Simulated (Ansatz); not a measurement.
**Calculated electric field gradients for MgV2C4O12**

The cell is a computed structure from the Materials Project (it need not be an observed phase) whose atoms were relaxed with PBE, the cell held.

Space group P-1 (No. 2); a = 4.4474, b = 5.9830, c = 7.7081 Å, α = 87.79°, β = 88.47°, γ = 87.99°.

| site | Wyckoff | site symmetry | x | y | z |
| --- | --- | --- | --- | --- | --- |
| Mg | 1f | -1 | 0.5000 | 0.0000 | 0.5000 |
| V2 | 1g | -1 | 0.0000 | 0.5000 | 0.5000 |
| V3 | 1d | -1 | 0.5000 | 0.0000 | 0.0000 |
| C4 | 2i | 1 | 0.9913 | 0.1290 | 0.2498 |
| C5 | 2i | 1 | 0.4982 | 0.3557 | 0.7412 |
| O8 | 2i | 1 | 0.8638 | 0.1978 | 0.3960 |
| O9 | 2i | 1 | 0.8433 | 0.1302 | 0.1124 |
| O10 | 2i | 1 | 0.7454 | 0.4520 | 0.7141 |
| O11 | 2i | 1 | 0.7277 | 0.9378 | 0.7502 |
| O12 | 2i | 1 | 0.6680 | 0.6937 | 0.3939 |
| O13 | 2i | 1 | 0.5965 | 0.7039 | 0.1073 |

One atom of each set is listed.

Computed with Ansatz: DFT, r2SCAN, plane waves and PAW, scalar-relativistic, collinear spin, 500 eV cutoff, Γ-centred 6×4×3 k-points, Fermi–Dirac smearing 0.02 eV. Start moments as typed (μB): 2 on each V, none on the rest.

C_Q = eQV_zz/h, which is 24.18 MHz for Q = 1 b and V_zz = 10²¹ V/m²; η = (V_xx − V_yy)/V_zz.

²⁵Mg: I = 5/2, Q = 199.4 mb; ⁵¹V: I = 7/2, Q = -52.00 mb; O-17: I = 5/2, Q = -25.58 mb. Quadrupole moments are those of Pyykkö's year-2017 table.

```json
{"site": "Mg", "atoms": "1", "first shell": "6 O at 2.14–2.21 Å", "V_xx, V_yy, V_zz (10²¹ V/m²)": "0.099, 0.51, -0.61", "η": "0.68", "C_Q (MHz)": "-2.94"}
{"site": "V2", "atoms": "1", "first shell": "6 O at 1.99–2.12 Å", "V_xx, V_yy, V_zz (10²¹ V/m²)": "1.68, 4.57, -6.25", "η": "0.46", "C_Q (MHz)": "7.86"}
{"site": "V3", "atoms": "1", "first shell": "6 O at 1.96–2.19 Å", "V_xx, V_yy, V_zz (10²¹ V/m²)": "1.85, 3.32, -5.17", "η": "0.28", "C_Q (MHz)": "6.51"}
{"site": "C4", "atoms": "2", "first shell": "3 O at 1.26–1.32 Å", "V_xx, V_yy, V_zz (10²¹ V/m²)": "-1.10, -1.80, 2.90", "η": "0.24", "C_Q (MHz)": "–"}
{"site": "C5", "atoms": "2", "first shell": "3 O at 1.27–1.34 Å", "V_xx, V_yy, V_zz (10²¹ V/m²)": "-0.84, -2.24, 3.08", "η": "0.45", "C_Q (MHz)": "–"}
{"site": "O8", "atoms": "2", "first shell": "1 C at 1.32 Å, 1 V at 2.12 Å, 1 Mg at 2.16 Å; also 1 Mg at 3.14 Å", "V_xx, V_yy, V_zz (10²¹ V/m²)": "0.47, 13.37, -13.84", "η": "0.93", "C_Q (MHz)": "8.56"}
{"site": "O9", "atoms": "2", "first shell": "1 C at 1.26 Å, 1 V at 1.97 Å, angle 144°; also 1 V at 3.11 Å", "V_xx, V_yy, V_zz (10²¹ V/m²)": "0.98, 12.78, -13.76", "η": "0.86", "C_Q (MHz)": "8.51"}
{"site": "O10", "atoms": "2", "first shell": "1 C at 1.27 Å, 1 V at 1.99 Å, angle 132°", "V_xx, V_yy, V_zz (10²¹ V/m²)": "-0.36, -11.47, 11.83", "η": "0.94", "C_Q (MHz)": "-7.32"}
{"site": "O11", "atoms": "2", "first shell": "1 C at 1.30 Å, 1 V at 2.19 Å, 1 Mg at 2.21 Å", "V_xx, V_yy, V_zz (10²¹ V/m²)": "-3.55, -8.33, 11.87", "η": "0.40", "C_Q (MHz)": "-7.34"}
{"site": "O12", "atoms": "2", "first shell": "1 C at 1.34 Å, 1 V at 2.02 Å, 1 Mg at 2.14 Å; also 1 V at 3.30 Å", "V_xx, V_yy, V_zz (10²¹ V/m²)": "-0.12, -12.83, 12.95", "η": "0.98", "C_Q (MHz)": "-8.01"}
{"site": "O13", "atoms": "2", "first shell": "1 C at 1.27 Å, 1 V at 1.96 Å, angle 123°", "V_xx, V_yy, V_zz (10²¹ V/m²)": "0.92, 12.17, -13.09", "η": "0.86", "C_Q (MHz)": "8.10"}
```

At C4 and C5 V_zz stands upright on the plane through its three neighbours (within 7°) in each case. At O11 V_zz points along its shortest bond, to C (within 3°).

C has no stable isotope with a ground-state quadrupole moment in the table, so no C_Q is given.

At this cell the r2SCAN pressure is -6 GPa, so with r2SCAN the cell would shrink if it were relaxed. The entry's cell may itself be off. The largest force is 0.6 eV/Å, so the atoms aren't at the calculated equilibrium and relaxing them would move these values. The program didn't check the stability of this electronic state in full, so a lower one may lie near. With a gap of 0.7 eV on this mesh, small gradients can still move by 0.1 × 10²¹ V/m² or more as the k-mesh gets denser. All moments are parallel here, as the start or the cell imposes; many such compounds order antiparallel, where fields and spin densities carried over to other atoms largely cancel. The magnetic order is the one that the run reached from its start moments, not necessarily the measured one. Where η is near 1 the sign of V_zz means little.
